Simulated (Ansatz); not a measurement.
# SrBr₂: one input, then a changed one

The cell is built from the MoS2 1H type as a first guess.

First run: DFT, LDA, PAW with Ansatz's default frozen-core files, scalar-relativistic (Ansatz 0.2.0).

Command: `ansatz run input.yaml --threads 1 --pin off --max-ram 3072MiB --backend cpu --events-out ev --progress --plain --runs-dir out` The run took 35 s on 1 thread of Intel(R) Xeon(R) Platinum 8175M CPU @ 2.50GHz (Skylake/Cascade Lake), on a shared host, peak memory 0.46 GiB.

```yaml
crystal:
  lattice:
    - [3.8991949978, 0.0, 0.0]
    - [-1.9495974989, 3.3768019224, 0.0]
    - [0.0, 0.0, 7.6034302457]
  atoms:
    - { symbol: Sr, position: [0.0, 0.0, 0.0] }
    - { symbol: Br, position: [0.3333333333, 0.6666666667, 0.25] }
    - { symbol: Br, position: [0.3333333333, 0.6666666667, 0.75] }
kpoints:
  mp_grid: { grid: [10, 10, 5] }
scf:
  occupations: { method: fermi_dirac, width: 0.03 }
hamiltonian:
  xc: lda
  pseudopotentials: { kind: paw }
output:
  forces: true
  stress: true
relax:
  f_tol: 0.005
  max_steps: 80
  cell: {}
```

Result: converged; relaxed volume 37.154 Å³/atom; 38 SCF iterations in all.

A second input differs as follows:

```diff
@@ -12,4 +12,5 @@
 scf:
   occupations: { method: fermi_dirac, width: 0.03 }
+  max_iter: 50
 hamiltonian:
   xc: lda
@@ -22,3 +23,4 @@
   max_steps: 80
   cell: {}
+  max_displacement: 5.0
```

**Question.** Does the change harm the result?

**Answer.** Not here: the run converged; energy at zero smearing 0.0 meV/atom from the first run; relaxed volume 37.154 Å³/atom; 38 SCF iterations in all, so the odd setting did no harm in this case.
